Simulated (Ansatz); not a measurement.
Fe:
```cif
data_Fe
_chemical_formula_sum 'Fe1'
_space_group_name_H-M_alt 'P 1'
_space_group_IT_number 1
_cell_length_a 2.41229
_cell_length_b 2.41229
_cell_length_c 2.41229
_cell_angle_alpha 109.471
_cell_angle_beta 109.471
_cell_angle_gamma 109.471
loop_
_space_group_symop_operation_xyz
  'x, y, z'
loop_
_atom_site_label
_atom_site_type_symbol
_atom_site_fract_x
_atom_site_fract_y
_atom_site_fract_z
_atom_site_occupancy
Fe1 Fe 0.00000 0.00000 0.00000 1
```
The run is spin-polarised; directions of the spins, atom by atom: ↑.

This is the PBEsol-relaxed structure.

Question: All from plane-wave PAW PBEsol (Ansatz code), unless another level is named. Estimate the bulk modulus (Birch–Murnaghan fit).

Answer: 2240 kbar.

Question: Next, the elastic constants (relaxed ions, GPa)?

Answer: C11 = 324, C12 = 176, C44 = 137.

Space group Im-3m (bcc (W type)). The PBEsol relaxation kept the symmetry of its start. Spin order of the final state: ferromagnetic, chosen from 3 collinear starts compared on coarse meshes (ties went to the first, and starts can fall back to one state), not a proven ground state. Textbook magnetic order: ferromagnetic. As this level gives no gap, shear constants depend on the k-mesh and smearing (Fermi–Dirac, 0.1 eV here). On the denser mesh and wider smearing of the elastic run this cell carries a stress of 0.4 GPa.

Potentials: the earlier of the program's two PAW sets. The files were generated under PBE; for other functionals the program regenerates the frozen cores, and for LDA and PBEsol the local potential too.
